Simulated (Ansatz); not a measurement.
ZnO (wurtzite)

```
CELL_PARAMETERS angstrom
      3.23518     0.00000     0.00000
     -1.61759     2.80175     0.00000
      0.00000     0.00000     5.21141
ATOMIC_POSITIONS crystal
  Zn 0.66667 0.33333 0.00241
  Zn 0.33333 0.66667 0.50241
  O  0.66667 0.33333 0.62279
  O  0.33333 0.66667 0.12279
```

The numbers are results of r2SCAN (plane waves to 500 eV, PAW, scalar-relativistic; Ansatz, a first-principles code), not measurements. DFPT wavenumbers on a 12×12×8 k mesh, in cm⁻¹; i marks imaginary ones, q is in fractions of the reciprocal vectors of the cell shown, and the three acoustic modes at Γ are left out. The non-analytic (LO-TO) term is not included, so polar modes at Γ have their transverse values. The program warned that its band solver left a few bands short of their tolerance. ZnO was relaxed with its symmetry unable to fall.

Problem. Does any mode at Γ, M = (0.5, 0.0, 0.0), A = (0.0, 0.0, 0.5), L = (0.5, 0.0, 0.5) come out imaginary?

Solution. No imaginary mode at these points (lowest 69 cm⁻¹ at A = (0.0, 0.0, 0.5)); other wave vectors were not tested.

Problem. List the wavenumbers at Γ, M = (0.5, 0.0, 0.0), A = (0.0, 0.0, 0.5), L = (0.5, 0.0, 0.5), with degeneracies.

Solution. 
| q | wavenumbers (cm⁻¹) |
|---|---|
| Γ | 92 (×2), 259, 376, 398 (×2), 430 (×2), 544 |
| M = (0.5, 0.0, 0.0) | 86, 124, 133, 168, 234, 256, 433, 435, 476, 491, 536, 546 |
| A = (0.0, 0.0, 0.5) | 69 (×4), 185 (×2), 414 (×4), 553 (×2) |
| L = (0.5, 0.0, 0.5) | 110 (×2), 115 (×2), 266 (×2), 451 (×2), 456 (×2), 548 (×2) |
